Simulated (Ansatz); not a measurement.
The elements of this relaxed trial crystal are hidden behind letters.

```
lattice vectors (Å)
   5.5629    0.0000    0.0000
   0.0000    5.5629    0.0000
   0.0000    0.0000    4.4103
fractional positions
X 0.7712 0.7712 0.5000
X 0.5000 0.5000 0.0000
X 0.2288 0.2288 0.5000
X 0.5000 0.0000 0.0000
X 0.2288 0.7712 0.5000
X 0.0000 0.5000 0.0000
X 0.7712 0.2288 0.5000
Z 0.0000 0.0000 0.0000
```

Computed with DFT PBE, scalar-relativistic, plane waves, PAW in Ansatz. The final run on the 8-atom cell used 420 eV, a Γ-centred 8×8×8 mesh, 0.10 eV smearing and no spin polarisation.

* Space group: P4/mmm (No. 123)
* Conventional cell: a = 5.563 Å, c = 4.410 Å
* Volume per atom: 17.06 Å³
* Density: 1.47 g/cm³
* Energy over the elements: −0.15 eV/atom
* Gap on the 8×8×8 mesh of the 8-atom cell: 0 eV (a metal)

Energies are uncorrected and count from the elements' standard states at the same level.

Question: X is an s-block element of period 2 and Z is a p-block element of period 4. Which elements are they?

Answer: X = Li, Z = Ge, so the formula is Li7Ge. Density times volume gives a mean mass of 1.47 × 17.06/1.6605 = 15.1 u per atom, and this set has 15.2 u. Among the elements that the hints allow, noble gases aside, only these give it. Li on a site of symmetry m2m is surrounded by 2 Li at 2.55 Å, 2 Ge at 2.85 Å and 8 Li at 2.96–3.07 Å; around Li on a site of symmetry 4/mmm lie 4 Li at 2.78 Å and 8 Li at 3.07 Å; Ge has 12 Li at 2.78–2.85 Å; 1 more site not described.

A structure relaxed within its symmetry needn't be a true minimum.
